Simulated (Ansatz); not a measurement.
CuSe2 in space group Pnnm (No. 58; Cu on 2a, Se on 4g), PBE (plane waves, PAW; program Ansatz), all energies at zero smearing, with the estimated change up to a 700 eV cutoff added, with one set of potentials and settings (totals compare only within such a set). Cell of 6 atoms (2 Cu, 4 Se): -35127.198 eV.

| element | reference phase | E (eV/atom) |
|---|---|---|
| Cu | Fm-3m, 1 atoms in the cell | -6625.1757 |
| Se | P3_121, 3 atoms in the cell | -5469.0798 |

Formation energy per atom, worked out: (-35127.198 − 2×(-6625.1757) − 4×(-5469.0798))/6 = -0.088 eV/atom (-8 kJ per mol of atoms), at 0 K, without zero-point energy or fitted corrections.

The workflow started from a Materials Project entry (that database holds measured and hypothetical structures alike); the Crystallography Open Database files this formula in space group No. 58, but the cells were not matched. Its standing as an ambient phase is unchecked. The cell was relaxed with PBE under the symmetry of its start; whether a distortion lowers the energy is not shown. No spin polarisation was allowed. The references are the lowest solids computed at this level, not always the standard phases.

Potentials: the later of the program's two PAW sets.
